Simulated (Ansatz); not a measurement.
Given:

TiAl (CuAu type, space group P4/mmm)

```
CELL_PARAMETERS angstrom
      2.82428     0.00000     0.00000
      0.00000     2.82428     0.00000
      0.00000     0.00000     4.07075
ATOMIC_POSITIONS crystal
  Al 0.50000 0.50000 0.50000
  Ti 0.00000 0.00000 0.00000
```

Scan: atom 2 (Ti, nearest neighbour Ti at 2.824 Å; its periodic images, 2.8 Å or more away, move with it) is displaced along Cartesian z, direction (0.000, 0.000, 1.000) in Cartesian axes, by s. The other atoms stay.

These are PBE (plane waves to 420 eV, PAW, scalar-relativistic; Ansatz, a first-principles code) values and carry that method's errors. k mesh 13×13×9 (Γ-centred), Fermi-Dirac smearing 0.05 eV. E stands for the smeared free energy. With partly filled bands, energies and forces of such displacements shift with the k mesh and the smearing. TiAl is run without spin polarisation. TiAl was relaxed with its symmetry unable to fall. ΔE is measured from the undisplaced structure.

The scan covers s from -0.560 to 0.560 Å in 11 points.

Task: Is the energy the same for equal positive and negative displacements?

Result: Even: the same for both signs. With its periodic images moving along, the atom's site symmetry in this cell is 4/mmm.

Task: What force acts on the atom along the line at s = -0.560 Å?

Result: 3.86 eV/Å.

Task: What is the force constant k = d²E/ds² of this move at s = 0?

Result: 5.62 eV/Å².

Task: With two atoms in the cell this is the zone-centre optical mode. What wavenumber follows?

Result: 298 cm⁻¹.

(For displaced atoms, the force is minus the slope of the energy, and its curvature is a force constant, which sets phonon frequencies.)
